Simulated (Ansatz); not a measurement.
Input file for Ansatz (a program for electronic structure):

Ansatz 0.2 input:
```yaml
crystal:
  lattice:
    - [3.9816150965, 0.0, 0.0]
    - [0.0, 3.9816150965, 0.0]
    - [0.0, 0.0, 3.9816150965]
  atoms:
    - { symbol: Ba, position: [0.0, 0.0, 0.0] }
    - { symbol: Li, position: [0.5, 0.5, 0.5] }
    - { symbol: F, position: [0.0, 0.5, 0.5] }
    - { symbol: F, position: [0.5, 0.0, 0.5] }
    - { symbol: F, position: [0.5, 0.5, 0.0] }
kpoints:
  mp_grid: { grid: [6, 6, 6] }
hamiltonian:
  xc: r2scan
  pseudopotentials: { kind: paw }
scf:
  occupations: { method: fixed }
output:
  optics: { e_range: [0.0, 15.0], de: 0.05, sigma: 0.1, bands: { spectra_wanted_up_to: 12 eV } }
```

Output (shortened):

```
output.optics: the spectra are integrated over the Brillouin zone by k·p interpolation around the k-points, where levels, occupations, output.optics.sigma and …
Pseudopotential: Ba, paw, valence charge 10
Pseudopotential: Li, paw, valence charge 3
Pseudopotential: F, paw, valence charge 7
Functional definition: r2SCAN
Crystal: 5 atoms, lattice volume = 63.122 Å³
Basis set: ecut = 500 eV, 1575 PW (Γ), exchange–correlation on 120×120×120 points (64 copies of the dense FFT grid, shifted against one another)
Bands: 22, of which v1, the nominal top of the filled ones, is band 17 counted from 1 (16 counted from 0)
Symmetry: 48 space group operations
Space group: Pm-3m (ITA 221), of the structure as read, at distance tolerance 4.0e-5 Å
k-points: 20 of 216
SCF iter   1: F=—  HF=-8609.035210 eV  |F-HF|=—  |Δ(HF+E_count)|=         —  Δρ=9.60e-3  dr2=6.47e-2  dr2_τ=9.87e-2  ethr=1.77e-3  ⟨swp⟩=5.0  Hψ=2019  notcnv=0  defer=57
preconditioner: auto → Resta (q_TF=auto, 2.461 Å⁻¹)
SCF iter   2: F=—  HF=-8609.144333 eV  |F-HF|=—  |Δ(HF+E_count)|=   1.09e-1  Δρ=4.26e-3  dr2=6.97e-3  dr2_τ=1.32e-3  ethr=1.90e-4  ⟨swp⟩=2.8  Hψ=973  notcnv=0  defer=58
SCF iter   3: F=—  HF=-8609.142397 eV  |F-HF|=—  |Δ(HF+E_count)|=   1.94e-3  Δρ=1.56e-3  dr2=1.41e-3  dr2_τ=1.60e-4  ethr=2.05e-5  ⟨swp⟩=3.1  Hψ=784  notcnv=0  defer=58
SCF iter   4: F=—  HF=-8609.141895 eV  |F-HF|=—  |Δ(HF+E_count)|=   5.02e-4  Δρ=3.35e-4  dr2=3.74e-5  dr2_τ=6.81e-6  ethr=4.15e-6  ⟨swp⟩=3.0  Hψ=812  notcnv=0  defer=58
SCF iter   5: F=—  HF=-8609.141908 eV  |F-HF|=—  |Δ(HF+E_count)|=   1.24e-5  Δρ=4.18e-5  dr2=9.46e-7  dr2_τ=1.02e-7  ethr=1.10e-7  ⟨swp⟩=2.0  Hψ=722  notcnv=0  defer=57
SCF iter   6: F=—  HF=-8609.141911 eV  |F-HF|=—  |Δ(HF+E_count)|=   3.88e-6  Δρ=5.66e-6  dr2=2.37e-8  dr2_τ=3.24e-9  ethr=2.78e-9  ⟨swp⟩=2.0  Hψ=744  notcnv=0  defer=48
SCF iter   7: F=—  HF=-8609.141911 eV  |F-HF|=—  |Δ(HF+E_count)|=   1.24e-8  Δρ=1.02e-6  dr2=8.09e-10  dr2_τ=4.08e-11  ethr=6.98e-11  ⟨swp⟩=2.0  Hψ=754  notcnv=0  defer=47
SCF iter   8: F=—  HF=-8609.141911 eV  |F-HF|=—  |Δ(HF+E_count)|=    0.00e0  Δρ=2.38e-7  dr2=4.46e-11  dr2_τ=3.48e-12  ethr=2.38e-12  ⟨swp⟩=2.2  Hψ=669  notcnv=0  defer=47
SCF iter   9: F=-8609.141911 eV  HF=-8609.141911 eV  |F-HF|=0.00e0  |Δ(HF+E_count)|=  5.46e-12  Δρ=3.32e-8  dr2=4.24e-13  dr2_τ=3.69e-14  ethr=1.00e-12  ⟨swp⟩=10.8  Hψ=2678  notcnv=0
SCF 1 converged in 9 iterations: F = -8609.141911 eV  dr2 = 4.24e-13
NSCF: frozen V_eff on 20 k-points
Optics k sum: 0 of 20 k-points
Optics k sum: 1 of 20 k-points
Optics k sum: 2 of 20 k-points
Optics k sum: 3 of 20 k-points
Optics k sum: 4 of 20 k-points
Optics k sum: 5 of 20 k-points
Optics k sum: 6 of 20 k-points
Optics k sum: 7 of 20 k-points
Optics k sum: 8 of 20 k-points
Optics k sum: 9 of 20 k-points
Optics k sum: 10 of 20 k-points
Optics k sum: 11 of 20 k-points
Optics k sum: 12 of 20 k-points
Optics k sum: 13 of 20 k-points
Optics k sum: 14 of 20 k-points
Optics k sum: 15 of 20 k-points
Optics k sum: 16 of 20 k-points
Optics k sum: 17 of 20 k-points
Optics k sum: 18 of 20 k-points
Optics k sum: 19 of 20 k-points
Optics k sum: 20 of 20 k-points
Optics k sum: 0 of 20 k-points
Optics k sum: 1 of 20 k-points
Optics k sum: 2 of 20 k-points
Optics k sum: 3 of 20 k-points
Optics k sum: 4 of 20 k-points
Optics k sum: 5 of 20 k-points
Optics k sum: 6 of 20 k-points
Optics k sum: 7 of 20 k-points
Optics k sum: 8 of 20 k-points
Optics k sum: 9 of 20 k-points
Optics k sum: 10 of 20 k-points
Optics k sum: 11 of 20 k-points
Optics k sum: 12 of 20 k-points
Optics k sum: 13 of 20 k-points
Optics k sum: 14 of 20 k-points
Optics k sum: 15 of 20 k-points
Optics k sum: 16 of 20 k-points
Optics k sum: 17 of 20 k-points
Optics k sum: 18 of 20 k-points
Optics k sum: 19 of 20 k-points
Optics k sum: 20 of 20 k-points
output.optics: what the bands over the 34 summed would add to eps1, eps2 and the energy-loss function is held between a lower and an upper bound (11 Lanczos …
SCF converged after 9 iterations
Free energy (F): -8609.141911 eV
Harris-Foulkes:  -8609.141911 eV  (|F-HF|=0.00e0)
Internal energy: -8609.141911 eV  (E = F + TS)
E sigma→0 (E₀):  -8609.141911 eV
Fermi energy:    4.435534 eV
--- Per-component energies (eV) ---
  E_band       = -174.736632
  E_kinetic    = 820.164885
  E_local      = -1913.834680  (includes V_loc(G=0)·N_el)
  E_nonlocal   = 240.629666
  E_hartree    = 710.400154
  E_xc         = -409.713427
  E_vxc        = -517.175796  (∫ρ·V_xc dr)
  E_paw        = -5882.377458  (= ΣΔE_a)
  E_vpaw       = -259.295589  (= ΣTr[D̂ρ^β])
  E_aug_tail   = 0.003292  (compensation charges beyond the density's cutoff)
  E_vtau       = 33.971305  (kinetic-family band-sum trace: ∫τ·v_τ [+ j·A + Jᵃ·Aᵃ] dr)
  E_ewald      = -2174.390585
  E_core_change = -0.023759  (= ΣΔE_core)
  E_smearing   =  0.000000  (= −TS)
  E_closure    = 0.000000  (closes the sum)
  Σ components = -8609.141911   (vs F -8609.141911, Δ=0.00e0)
  [band-id]    e_kinetic+e_local+e_nonlocal+2·e_hartree+e_vxc+e_vpaw+e_augmentation_tail+e_vtau = -174.736609   (vs E_band -174.736632, Δ=2.29e-5)
--- Band table (eV; the first three rows and the last of 20) ---
  k-point 0: bands = ["-37.3515", "-19.5917", "-16.2636", "-15.9828", "-15.9828", "-4.1195", "-4.1195", "-4.1195", "2.5611", "2.5611", "2.5611", "3.5778", "3.5778", "3.5778", "4.4355", "4.4355", "4.4355", "11.8351", "11.8351", "13.7450", "15.2160", "15.2160"]
  k-point 1: bands = ["-37.3512", "-19.5447", "-16.3003", "-16.0275", "-15.9801", "-4.1097", "-4.0710", "-4.0710", "2.5194", "2.5194", "2.6195", "3.4660", "3.5295", "3.5295", "4.2007", "4.3513", "4.3513", "12.1648", "12.3309", "14.3207", "15.3055", "15.4481"]
  k-point 2: bands = ["-37.3504", "-19.4442", "-16.4055", "-16.0907", "-15.9745", "-4.0910", "-3.9695", "-3.9695", "2.3700", "2.3700", "2.8046", "3.2574", "3.5501", "3.5501", "3.7089", "4.1391", "4.1391", "12.8686", "13.3616", "15.5089", "15.8979", "15.8979"]
  k-point 19: bands = ["-37.3471", "-19.1906", "-16.2214", "-16.2214", "-16.2214", "-4.7306", "-4.7306", "-4.7306", "1.7915", "3.4940", "3.4940", "3.4940", "4.2155", "4.2155", "4.2754", "4.2754", "4.2754", "13.3887", "13.3887", "13.3887", "17.2207", "17.2207"]…
```

Cost: roughly 80 core-seconds on shared cores.

The first step of the workflow began from a Materials Project structure, measured or hypothetical; the Crystallography Open Database copy checked does not list it. Whether it is the stable phase at ambient conditions was not checked. The cell was relaxed with r²SCAN under the symmetry of its start; its stability against distortions is not shown here. Scalar-relativistic: spin–orbit coupling is off unless named, which matters more the heavier the elements.

Potentials: the later of the program's two PAW sets.

Ansatz is a plane-wave DFT program.
